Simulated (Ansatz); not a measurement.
Several occupations of a zinc blende lattice at one composition, 1 Si, 2 Ag, 5 Zn; 8 Te. Sites, in fractions of the cell -6.105 6.105 0.000; -6.105 0.000 6.105; 0.000 6.105 6.105 Å:

| cell | sites |
| --- | --- |
| all | Te (0.38 0.38 0.38), Te (0.38 0.38 0.88), Te (0.38 0.88 0.38), Te (0.38 0.88 0.88), Te (0.88 0.38 0.38), Te (0.88 0.38 0.88), Te (0.88 0.88 0.38), Te (0.88 0.88 0.88), Zn (0.00 0.00 0.00) |
| 1 | Ag (0.50 0.50 0.00), Ag (0.50 0.50 0.50), Si (0.50 0.00 0.50), Zn (0.00 0.00 0.50), Zn (0.00 0.50 0.00), Zn (0.00 0.50 0.50), Zn (0.50 0.00 0.00) |
| 2 | Ag (0.00 0.50 0.00), Ag (0.50 0.00 0.50), Si (0.50 0.50 0.00), Zn (0.00 0.00 0.50), Zn (0.00 0.50 0.50), Zn (0.50 0.00 0.00), Zn (0.50 0.50 0.50) |
| 3 | Ag (0.00 0.00 0.50), Ag (0.00 0.50 0.50), Si (0.50 0.00 0.00), Zn (0.00 0.50 0.00), Zn (0.50 0.00 0.50), Zn (0.50 0.50 0.00), Zn (0.50 0.50 0.50) |

Each was relaxed without symmetry on coarser meshes and computed once more. Computed with DFT PBE, scalar-relativistic, plane waves, PAW in Ansatz.

Cutoff 420 eV; k points 5×5×5 on the computed 16-atom cell (Γ-centred); Gaussian smearing, width 0.10 eV; no spin polarisation.

Warren–Cowley parameters of the first shell of the sublattice with most elements (negative: unlike neighbours preferred):
```
cell Ag-Zn Si-Zn Ag-Si
   1  -0.07  -0.07  -0.33
   2  -0.33  -0.07  -0.33
   3  -0.20  -0.33   0.33
```

Forces of up to 0.07 eV/Å remain on the final mesh.

Question: Which occupation is lowest in energy, and by how much?

Answer: Cell 2.
```csv
cell,E − E(lowest) (meV/atom),V (Å³/atom)
2,0.0,30.37
1,8.3,30.45
3,26.1,30.63
```

Cost: 6 runs of about 30 core-minutes in all (earlier runs that led there not counted), on Intel Xeon 6975P-C (Granite Rapids) (shared hosts).